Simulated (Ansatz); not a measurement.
A crystal relaxed with r2SCAN in Ansatz has space group I-42d (No. 122) and a = 5.270 Å, c = 10.212 Å.

```json
{"atom": "B", "site": "4a", "x": "0.0000", "y": "0.0000", "z": "0.0000"}
{"atom": "As", "site": "8d", "x": "0.1984", "y": "0.2500", "z": "0.1250"}
{"atom": "Xx", "site": "4b", "x": "0.5000", "y": "0.5000", "z": "0.0000"}
```

The r2SCAN gap is indirect, 1.12 eV (Γ to Γ–M (0.33 of the way from Γ)), below the direct gap of 1.27 eV at Γ–M (0.10 of the way from Γ). The HSE06 gap is indirect, 1.49 eV (Γ to Γ–M (0.33 of the way from Γ)), below the direct gap of 1.63 eV at Γ–M (0.10 of the way from Γ). Meshes: r2SCAN 8×8×8, HSE06 4×4×4.

Q: Which element is Xx?
A. In
B. Ga
C. Al
D. Tl

A: B. Xx is Ga: GaBAs₂, ordered on the zincblende lattice (I-42d) with 8 atoms a cell. Around B lie 4 As at 2.11 Å; around As lie 2 B at 2.11 Å and 2 Ga at 2.43 Å; around Ga lie 4 As at 2.43 Å.

The cell comes from a prototype generator: it can be a known phase or a hypothetical one. Spin polarisation is off.

Spin-orbit coupling is left out.

Where an edge lies off the special points, it is a point of the mesh or the k point where a search put PBE's edge or least direct gap, reused for the other functionals, whose own edges may lie a little apart.

The meshes of the hybrids are coarse, so their gaps aren't converged to the digits shown.
